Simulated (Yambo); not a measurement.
A G0W0@PBEsol run in Yambo for NaRhS2O8 (space group C2/m, No. 12) (2×2×2 Γ-centred k mesh, bands 6 to 233 and a 7 Ry block in the screening, 233 bands in G with the Bruneval-Gonze terminator, plasmon pole fitted at 27.2 eV) gives these matrix elements, in eV, at the band edges ((0, -0.5, -0.5) → (0, -0.5, 0)):

```json
[
 {"state": "valence edge", "E0": "0.000", "<Vxc>": "-22.120", "<Σx>": "-27.867", "<Σc(E0)>": "4.798", "Z": "0.792"},
 {"state": "conduction edge", "E0": "1.129", "<Vxc>": "-22.028", "<Σx>": "-16.563", "<Σc(E0)>": "-3.559", "Z": "0.799"}
]
```

Q: Solve the linearised quasiparticle equation for both states, give the gap, and say how exchange and correlation each act on it.

A: E = E0 + Z(Σx + Σc − Vxc). Valence: 0.000 + 0.792 × (-27.867 + (4.798) − (-22.120)) = -0.75 eV. Conduction: 1.129 + 0.799 × (-16.563 + (-3.559) − (-22.028)) = 2.65 eV. The gap is 3.40 eV, against 1.13 eV in PBEsol. Replacing Vxc by bare exchange alone would open it by 11.21 eV; correlation takes back 8.36 eV of that, and Z scales what is left. Nearest settings tried, and what they do to the gap: 100 bands in W, 100 bands in G: +65 meV. Not varied: block, mesh. So the settings aren't converged at that level. The k mesh is coarse. Spin-orbit splittings are left out.

Geometry of the Materials Project entry, not relaxed at this level; primitive cell a = b = 4.769 Å, c = 7.218 Å, α = β = 92.37°, γ = 66.57°.

The structure is a Materials Project entry; no match was found in the copy of COD used, and its stability was not checked.
